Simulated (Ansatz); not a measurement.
Relaxed WSi2 (MoSi2 type, space group I4/mmm):

```
WSi2
1.0
   -1.60576     1.60576     3.90206
    1.60576    -1.60576     3.90206
    1.60576     1.60576    -3.90206
W Si
1 2
Cartesian
  0.00000   0.00000   0.00000
  0.00000   0.00000   2.61331
  0.00000   0.00000   5.19081
```

Two-dimensional scan of atom 1 (W, nearest neighbour Si at 2.611 Å; its periodic images, 3.2 Å or more away, move with it): u runs along (0.707, 0.707, 0.000), v along (0.000, 0.000, 1.000) (Cartesian). Cell and other atoms are fixed.

The numbers are results of r2SCAN (plane waves to 500 eV, PAW, scalar-relativistic; Ansatz, a program for electronic structure), not measurements. k mesh 16×16×16 (Γ-centred), Fermi-Dirac smearing 0.05 eV. The energy includes the smearing's −TS. Stress and pressure are positive under compression. With partly filled bands, energies and forces of such displacements shift with the k mesh and the smearing. Spin-orbit coupling is left out, though W is heavy. WSi2 is run without spin polarisation. WSi2 was relaxed with its symmetry unable to fall. The zero of ΔE is the undisplaced structure. Axes are in Å.

ΔE (meV/cell), with u across and v down:

```csv
v \ u,-0.390,-0.195,0.000,0.195,0.390
-0.390,2540,1545,1271,1545,2540
-0.195,1384,535,298,535,1384
0.000,1017,223,0,223,1017
0.195,1384,535,298,535,1384
0.390,2540,1545,1271,1545,2540
```

P (GPa), with u across and v down:

```
v \ u   -0.390  -0.195  0.000  0.195  0.390
------  ------  ------  -----  -----  -----
-0.390    30.0    19.8   16.6   19.8   30.0
-0.195    17.2     7.3    4.1    7.3   17.2
0.000     13.0     3.2    0.0    3.2   13.0
0.195     17.2     7.3    4.1    7.3   17.2
0.390     30.0    19.8   16.6   19.8   30.0
```

Summary:

Principal force constants in the plane (five-point differences of the forces): 11.2 and 15.3 eV/Å². Softest direction at the centre: along u. Centre of the map: a minimum. Lowest place on the grid: u = 0.000 Å, v = 0.000 Å (0 meV/cell). Highest place on the grid, met at several equal points: u = -0.390 Å, v = -0.390 Å; u = 0.390 Å, v = -0.390 Å; u = -0.390 Å, v = 0.390 Å; u = 0.390 Å, v = 0.390 Å (2540 meV/cell).

(A displaced cell: forces are minus the slopes of the energy, force constants its curvatures, and phonons follow from these.)
